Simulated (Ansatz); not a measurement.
## Ansatz 0.2.0, settings compared: LaScSe2

Launch command:

```bash
ansatz run input.yaml --threads 1 --pin off --max-ram 2560MiB --backend cpu --events-out ev --progress --plain --runs-dir out
```

Input:

```yaml
crystal:
  lattice:
    - [3.924544, 0.0, 0.0]
    - [-1.962272, 3.398758, 0.0]
    - [0.0, -2.265836, 7.424398]
  atoms:
    - { symbol: Se, position: [0.2322, 0.4644, 0.6966] }
    - { symbol: Se, position: [0.7678, 0.5356, 0.3034] }
    - { symbol: La, position: [0.5, 0.0, 0.5] }
    - { symbol: Sc, position: [0.0, 0.0, 0.0] }
  symmetry: { tolerance: 0.0003 }
kpoints:
  mp_grid: { grid: [6, 6, 6], shift: [0, 0, 0] }
magnetization:
  spin_polarized: false
scf:
  occupations: { method: methfessel_paxton, width: 0.0704 }
hamiltonian:
  pseudopotentials: { kind: paw }
  xc: pbe
basis:
  ecutwfc: 420
output:
  forces: true
  stress: true
  eigenvalues: true
  write_density: true
  write_potential: true
  elf: true
  volumetric_format: npy
```

Origin of the cell: a known structure type with other elements, at an estimated volume, so it need not be a known compound.

Output of this run (shortened):

```
SCF iter   1: F=—  HF=-19327.969211 eV  Δρ=2.57e-3  dr2=8.63e-3
SCF iter   2: F=—  HF=-19327.967718 eV  S|Δr|=    0.00e0  Δρ=1.43e-3  dr2=1.90e-3  defer=4
SCF iter   3: F=—  HF=-19327.967621 eV  S|Δr|=    0.00e0  Δρ=3.57e-4  dr2=3.05e-4  defer=4
SCF iter   4: F=—  HF=-19327.967614 eV  S|Δr|=    0.00e0  Δρ=1.18e-4  dr2=1.77e-5  defer=4
SCF iter   5: F=—  HF=-19327.967611 eV  S|Δr|=    0.00e0  Δρ=3.67e-5  dr2=1.76e-6  defer=5
SCF iter   6: F=—  HF=-19327.967611 eV  S|Δr|=    0.00e0  Δρ=1.25e-5  dr2=1.99e-7  defer=5
SCF iter   7: F=-19327.967611 eV  HF=-19327.967611 eV  S|Δr|=    0.00e0  Δρ=3.62e-6  dr2=1.49e-8
SCF 1 converged in 7 iterations: F = -19327.967611 eV  dr2 = 1.49e-8
SCF converged after 7 iterations
Stability not checked: this state was not tested for a lower state beside it, because cold or Methfessel-Paxton smearing, or corrected tetrahedra, fill the levels in a way that the test cannot read (fill_not_monotonic; […]
Free energy (F): -19327.967611 eV
Harris-Foulkes:  -19327.967611 eV  (|F-HF|=3.26e-9)
Internal energy: -19327.967352 eV  (E = F + TS)
E sigma→0 (E₀):  -19327.967546 eV
Entropy (-TS):   -0.000258 eV (-0.065 meV/atom)
Fermi energy:    11.734277 eV
--- Per-component energies (eV) ---
  E_band       = -883.444756
  E_kinetic    = 704.406947
  E_local      = -6303.628045  (includes V_loc(G=0)·N_el)
  E_nonlocal   = -1011.955115
  E_hartree    = 2974.517433
  E_xc         = -458.197112
  E_vxc        = -481.236666  (∫ρ·V_xc dr)
  E_paw        = -10194.496580  (= ΣΔE_a)
  E_vpaw       = 259.938118  (= ΣTr[D̂ρ^β])
  E_aug_tail   = -0.001114  (compensation charges beyond the density's cutoff)
  E_ewald      = -5038.613766
  E_smearing   = -0.000258  (= −TS)
  Σ components = -19327.967611   (vs F -19327.967611, Δ=0.00e0)
--- Forces (eV/Å), atoms counted from 1 ---
  atom   1  Se     0.000000     0.000001     4.682036
  atom   2  Se    -0.000000    -0.000001    -4.682036
  atom   3  La     0.000000    -0.000000    -0.000000
  atom   4  Sc    -0.000000     0.000000     0.000000
  max |Σ_I F_I| component: 8.88e-16 eV/Å
--- Stress (GPa, compression-positive) ---
       17.142990      -0.000000      -0.000000
        0.000000      17.142990      -0.000002
       -0.000000      -0.000002       6.617781
  P = ⅓ Tr σ = 13.6346 GPa (136.346 kbar)
```

The same input was run again with these changes:

1. `scf.occupations.method` methfessel_paxton → cold; `scf.occupations.width` 0.0704 → 0.15
2. `scf.occupations.method` methfessel_paxton → cold; `scf.occupations.width` 0.0704 → 0.005
3. `scf.eigensolver.kind` default → davidson
4. `kpoints.mp_grid.grid` [6, 6, 6] → [9, 9, 9]; `crystal.symmetry` { tolerance: 0.0003 } → { detect: false }; `scf.eigensolver.kind` default → davidson

```csv
run,end,SCF iterations,P (GPa),max force component (eV/Å),moment (μB),ΔE(σ→0) (meV/atom)
base,converged,7,13.63,4.682,–,0
1,converged,8,13.62,4.683,–,0.04
2,converged,7,13.63,4.682,–,0.16
3,converged,7,13.63,4.682,–,0.00
4,converged,9,13.59,4.660,–,1.56
```

Energies are compared only where functional, datasets, charge and starting cell are the same.

Caveats of the base run: no spin-orbit coupling, though heavy elements are present; the k mesh is coarse if the cell is a metal.

Time of the base run: 7.5 s of wall time on 1 CPU thread(s) of a shared host, from the program's own first density.
